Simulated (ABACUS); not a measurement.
A self-consistent single point of AlN (P6_3mc, 4 atoms in the cell; from Materials Project mp-661, changed as shown).

```xyz
4
Lattice="3.1755 0.0000 0.0000 -1.5878 2.7501 0.0000 0.0000 0.0000 5.0413" Properties=species:S:1:pos:R:3 pbc="T T T"
Al     1.5878     0.9167     2.5171
Al     0.0000     1.8334     5.0377
N      1.5878     0.9167     4.4399
N      0.0000     1.8334     1.9193
```

Level of theory: PBE, PseudoDojo 0.5 standard norm-conserving PBE (tails mended) pseudopotentials (plane waves; ABACUS).

ABACUS settings:

KPT: Gamma 12 12 8 0 0 0
basis_type: pw
dft_functional: PBE
ecutwfc: 84 Ry
smearing_method: gaussian
smearing_sigma: 0.00367493 Ry
potentials: PseudoDojo 0.5 standard norm-conserving PBE (tails mended)
symmetry: 1
ks_solver: cg
scf_nmax: 100
scf_thr: 1.0e-09 Ry
mixing_type: broyden

Results:

* **Number of valence electrons**: 16
* **Number of bands**: 18
* **Number of k-points after the program's reduction**: 215
* **Number of plane waves (most at a k-point)**: 3898
* **Number of SCF iterations**: 16
* **FFT grid**: 36 × 36 × 60
* **Free energy E − TS**: -696.2713 eV
* **Top of the valence band (on the code's own zero)**: 6.62 eV
* **Gap on the k-point mesh**: 3.74 eV
* **Pressure**: -6.39 GPa
* **Largest force (vector length)**: 0.088 eV/Å

Forces (eV/Å):
```json
[
 {"atom": "Al1", "Fx": "0.000", "Fy": "0.000", "Fz": "-0.088"},
 {"atom": "Al2", "Fx": "0.000", "Fy": "0.000", "Fz": "-0.088"},
 {"atom": "N3", "Fx": "0.000", "Fy": "0.000", "Fz": "0.088"},
 {"atom": "N4", "Fx": "0.000", "Fy": "0.000", "Fz": "0.088"}
]
```

Stress (GPa, positive for compression):
```
-7.69   0.00   0.00
 0.00  -7.69   0.00
 0.00   0.00  -3.78
```

The gap is read on the k-point mesh of the run and can differ from the gap over the whole zone at this level.

For comparison: a first run was changed to give this one (lattice vector c scaled by 0.99), and from it to this one the free energy falls by 4.0 meV/atom, the pressure goes from -7.99 to -6.39 GPa, the largest force goes from 0.012 to 0.088 eV/Å and the gap on the mesh goes from 3.672 to 3.736 eV.

The structure comes from a collection of computed structures, made at another level of theory; the collection holds predicted forms beside known ones. Its lattice was then scaled.

Cost on one core: about 6 core-minutes (a rough figure).

“Tails mended”: in these copies of the files the far tail of each local potential was reset to the Coulomb form.
